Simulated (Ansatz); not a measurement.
Relaxed candidate structures of TiC:

A. I4₁/amd, origin choice 1 (No. 141), tI8, AFLOW prototype AB_tI8_141_a_b ("40", as in NbP); a = b = 2.9552 Å, c = 10.2472 Å, α = β = γ = 90.00°; Ti 4a (0.000, 0.000, 0.000); C 4b (0.000, 0.000, 0.500)

B. P6/mmm (No. 191), hP6; a = b = 5.2721 Å, c = 2.9467 Å, α = β = 90.00°, γ = 120.00°; Ti 3f (0.000, 0.500, 0.000); C 1a (0.000, 0.000, 0.000); C 2d (0.333, 0.667, 0.500)

C. Pmmm (No. 47), oP4; a = 2.924 Å, b = 3.133 Å, c = 4.625 Å, α = 90.00°, β = 90.00°, γ = 90.00°; C 2s (0.500, 0.000, 0.342); Ti 1g (0.000, 0.500, 0.500); Ti 1a (0.000, 0.000, 0.000)

D. P6₃/mmc (No. 194), hP4; a = b = 3.583 Å, c = 4.249 Å, α = β = 90.00°, γ = 120.00°; Ti 2d (0.667, 0.333, 0.250); C 2c (0.333, 0.667, 0.250)

E. R-3m, hexagonal axes (No. 166), hR4; a = b = 2.9366 Å, c = 15.8638 Å, α = β = 90.00°, γ = 120.00°; Ti 6c (0.000, 0.000, 0.090); C 6c (0.000, 0.000, 0.335)

F. Cmc2₁ (No. 36), oS16; a = 3.172 Å, b = 10.250 Å, c = 5.077 Å, α = 90.00°, β = 90.00°, γ = 90.00°; C 4a (0.000, 0.178, 0.461); C 4a (0.000, 0.043, 0.333); Ti 4a (0.000, 0.178, 0.018); Ti 4a (0.000, 0.447, 0.097)

### Question
Put the candidates in order of energy per atom, lowest first, for PBEsol (plane waves to 420 eV, PAW, scalar-relativistic; Ansatz, a first-principles code).

### Answer
D (reference), F (+0.11 eV/atom), C (+0.16 eV/atom), A (+0.63 eV/atom), E (+0.71 eV/atom), B (+0.83 eV/atom)

The lowest structure calculated, Fm-3m, cF8, rock salt type, is not among these; it lies 0.30 eV/atom below the lowest of them. 1 run with a doubtful electronic state, a coarser numerical grid, an end not at rest or a source that can't be used is left out. Each run could gain symmetry but not lose that of its start, so entries can be saddle points. All of these are generated cells (placed on structure types, drawn at random, substituted or restacked) that were not matched to a known phase here. Static energies at zero pressure. Each cell has its own k-point mesh; energy differences are given only to the digits this allows. No spin polarisation in the result.
